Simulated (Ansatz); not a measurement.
BeTe:
```xyz
2
Lattice="0.0000 2.8286 2.8286 2.8286 0.0000 2.8286 2.8286 2.8286 0.0000" Properties=species:S:1:pos:R:3 pbc="T T T"
Te     4.2428     4.2428     4.2428
Be     0.0000     0.0000     0.0000
```

x, y and z are the axes in which the lattice vectors are written.

Task: Give the high-frequency dielectric tensor and the Born effective charge tensors of the independent atoms from DFPT, the program Ansatz at the r²SCAN level (PAW).

Result: 
ε∞:
```
6.88  0.00  0.00
0.00  6.88  0.00
0.00  0.00  6.88
```
Z* of atom 1 (Te), rows: field, columns: displacement, in e:
```
-1.44   0.00   0.00
 0.00  -1.44   0.00
 0.00   0.00  -1.44
```
Z* of atom 2 (Be), rows: field, columns: displacement, in e:
```
1.44  0.00  0.00
0.00  1.44  0.00
0.00  0.00  1.44
```

Static charges for comparison (Bader): Te1 -1.55, Be2 +1.55 e. Born charges measure polarisation by displacement and can exceed these by far.

Space group F-43m (zinc blende). Symmetry was held in the r²SCAN relaxation. Spin–orbit coupling is left out wherever it is not named.

Potentials: the later of the program's two PAW sets.
